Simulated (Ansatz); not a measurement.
Geometry optimisation in Ansatz: input, command and trajectory.

```yaml
crystal:
  lattice:
    - [1.3728657746, 0.7926244245, 5.0558514263]
    - [-1.3728657746, 0.7926244245, 5.0558514263]
    - [0.0, -1.5852488491, 5.0558514263]
  atoms:
    - { symbol: Ni, position: [0.0, 0.0, 0.0] }
    - { symbol: O, position: [0.6052842837, 0.6052842837, 0.6052842837] }
    - { symbol: O, position: [0.3947157163, 0.3947157163, 0.3947157163] }
basis:
  ecutwfc: 500
kpoints:
  mp_grid: { grid: [12, 12, 12] }
hamiltonian:
  xc: r2scan
scf:
  occupations: { method: gaussian, width: 0.02 }
output:
  forces: true
  stress: true
  eigenvalues: true
relax:
  adjacent_minimum: "off"
  f_tol: 0.01
  max_steps: 30
  cell: { stress_tol: 0.1, fix: [volume] }
```

```bash
ansatz run input.yaml --threads 1 --pin off --max-ram 2560MiB --backend cpu --events-out ev --progress --plain --runs-dir out
```

All numbers below come from DFT r2SCAN, scalar-relativistic, plane waves, PAW in Ansatz.

The volume is held at 0.97 times that of the relaxed cell.

Of 5 frames 4 are shown, positions in Å and forces in eV/Å; the SCF threshold varies from step to step. Steps run on the plane waves of an earlier cell, with a Pulay correction in the pressure. The basis is chosen afresh for the last frame, the zero of the energies, and at times for earlier ones too; energy and pressure step there, also at an unchanged geometry. Spin polarisation was left out; whether the Ni atoms would carry moments isn't shown by this run.

```xyz
3
Lattice="1.3729 0.7926 5.0559 -1.3729 0.7926 5.0559 0.0000 -1.5852 5.0559" Properties=species:S:1:pos:R:3:forces:R:3 pbc="T T T" step=1 free_energy_over_end_meV_per_atom=5.96 pressure_GPa=6.19
Ni    0.0000    0.0000    0.0000    0.0000    0.0000    0.0000
O     0.0000    0.0000    9.1807    0.0000    0.0000   -0.4674
O     0.0000    0.0000    5.9869    0.0000    0.0000    0.4674
3
Lattice="1.3785 0.7959 5.0144 -1.3785 0.7959 5.0144 0.0000 -1.5918 5.0144" Properties=species:S:1:pos:R:3:forces:R:3 pbc="T T T" step=2 free_energy_over_end_meV_per_atom=1.94 pressure_GPa=3.68
Ni    0.0000    0.0000    0.0000    0.0000    0.0000    0.0000
O     0.0000    0.0000    9.0938    0.0000    0.0000   -0.2680
O     0.0000    0.0000    5.9492    0.0000    0.0000    0.2680
3
Lattice="1.3856 0.8000 4.9633 -1.3856 0.8000 4.9633 0.0000 -1.6000 4.9633" Properties=species:S:1:pos:R:3:forces:R:3 pbc="T T T" step=3 free_energy_over_end_meV_per_atom=0.03 pressure_GPa=0.64
Ni    0.0000    0.0000    0.0000    0.0000    0.0000    0.0000
O     0.0000    0.0000    8.9865    0.0000    0.0000   -0.0225
O     0.0000    0.0000    5.9033    0.0000    0.0000    0.0225
3
Lattice="1.3858 0.8001 4.9621 -1.3858 0.8001 4.9621 0.0000 -1.6002 4.9621" Properties=species:S:1:pos:R:3:forces:R:3 pbc="T T T" step=5 free_energy_over_end_meV_per_atom=0.00 pressure_GPa=0.48
Ni    0.0000    0.0000    0.0000    0.0000    0.0000    0.0000
O     0.0000    0.0000    8.9833    0.0000    0.0000   -0.0036
O     0.0000    0.0000    5.9028    0.0000    0.0000    0.0036
```

The run took 79 s on 1 thread of Intel(R) Xeon(R) Platinum 8259CL CPU @ 2.50GHz (Skylake/Cascade Lake), on a shared host, peak memory 0.6 GiB.

The cell holds layers, and r2SCAN describes their binding at middle range but leaves out its long-range dispersion part.